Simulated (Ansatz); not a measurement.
Values for one crystal, relaxed and computed with DFT-LDA in the program Ansatz with PAW potentials; other levels are named.

| Item | Result |
|---|---|
| Volume per atom | 11.45 Å³ |
| Band gap | 1.85 eV (indirect) |
| Valence-band maximum | at R |
| Smallest direct gap on the standard path | 2.17 eV |
| Hill bulk and shear moduli | 202 and 126 GPa |
| Bulk modulus (Birch–Murnaghan fit) | 202 GPa |
| Conduction-band minimum | at Γ |

**Question.** Which of these materials gives this?
A) SrTiO3, cubic perovskite
B) La2O3, La2O3 or Ni2Al3 type
C) CdSe, wurtzite
D) MgS, rock salt

**Answer.** A, SrTiO3, cubic perovskite

Space group Pm-3m (cubic perovskite). The cell was relaxed with LDA under the symmetry of its start. At this level the phase is dynamically unstable (imaginary phonons). No spin polarisation was allowed. Spin–orbit coupling is left out wherever it is not named.

Potentials: the later of the program's two PAW sets.
